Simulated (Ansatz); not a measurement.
Consider the following.

P$_{2}$W:
```
P2W
1.0
    1.57458    -5.56685     0.00000
    1.57458     5.56685     0.00000
    0.00000     0.00000     4.95543
P W
4 2
Direct
  0.07009   0.92991   0.38277
  0.92991   0.07009   0.88277
  0.79703   0.20297   0.20056
  0.20297   0.79703   0.70056
  0.40685   0.59315   0.49967
  0.59315   0.40685   0.99967
```

This is the PBEsol-relaxed structure.

Q: All from PBEsol in the plane-wave PAW code Ansatz, unless another level is named. Estimate the highest zone-centre frequency.

A: 16.12 THz.

Q: Next, the bulk modulus (Birch–Murnaghan fit)?

A: 201 GPa.

Space group Cmc2_1. The workflow started from a Materials Project entry (that database holds measured and hypothetical structures alike); the Crystallography Open Database files this formula in space group No. 36, but the cells were not matched. Whether it is the stable phase at ambient conditions was not checked. Symmetry was held in the PBEsol relaxation; of distortions, only those at the zone centre were tested. No spin polarisation was allowed. As this level gives no gap, phonon frequencies hold no LO–TO term and depend on the k-mesh and smearing (Fermi–Dirac, 0.1 eV here). Scalar-relativistic: spin–orbit coupling is off unless named, which matters more the heavier the elements.

Potentials: the earlier of the program's two PAW sets.
